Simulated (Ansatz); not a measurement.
Relaxed CoO (rock salt):

```xyz
2
Lattice="0.0000 2.1239 2.1239 2.1239 0.0000 2.1239 2.1239 2.1239 0.0000" Properties=species:S:1:pos:R:3 pbc="T T T"
O      0.0000     0.0000     0.0000
Co     2.1239     2.1239     2.1239
```

In each cell atom 2 (Co, nearest neighbour O at 2.124 Å; its periodic images, 3.0 Å or more away, move with it) moves by s·(1.000, 0.000, 0.000) (along Cartesian x), the rest being held.

Computed with PBE (plane waves to 420 eV, PAW, scalar-relativistic; Ansatz, an electronic-structure program). k mesh 15×15×15 (Γ-centred), Fermi-Dirac smearing 0.05 eV. Compression counts positive. The magnetic moment jumps within the scan, so the points may not all belong to one state, and nothing is fitted. With partly filled bands, energies and forces of such displacements shift with the k mesh and the smearing. F∥ is the force on the atom along that direction. CoO is run spin-polarised and with no Hubbard U; the real compound is an antiferromagnetic insulator, a state that this run doesn't describe. CoO was relaxed with its symmetry unable to fall. Relaxed CoO ends ferromagnetic. The magnetic order is the one the run started from; other orders were not tried. 

| s (Å) | moment (μB/cell) | P (GPa) | F∥ (eV/Å) |
|---|---|---|---|
| -0.640 | 0.00 | 47.2 | … |
| -0.512 | … | 33.9 | 6.821 |
| -0.384 | 3.00 | 16.8 | … |
| -0.256 | 2.99 | 6.5 | 1.200 |
| -0.128 | 2.94 | 1.5 | 0.288 |
| 0.000 | 2.92 | 0.0 | 0.000 |
| 0.128 | 2.94 | 1.5 | -0.288 |
| 0.256 | 2.99 | 6.5 | -1.200 |
| 0.384 | 3.00 | 16.8 | … |
| 0.512 | … | 33.9 | -6.821 |
| 0.640 | 0.00 | 47.2 | … |

### Question
Some entries are withheld; supply them.

### Answer

- -0.640, F∥ (eV/Å): 11.447
- -0.512, moment (μB/cell): 2.85
- -0.384, F∥ (eV/Å): 3.195
- 0.384, F∥ (eV/Å): -3.195
- 0.512, moment (μB/cell): 2.85
- 0.640, F∥ (eV/Å): -11.447

(For displaced atoms, the force is minus the slope of the energy, and its curvature is a force constant, which sets phonon frequencies.)
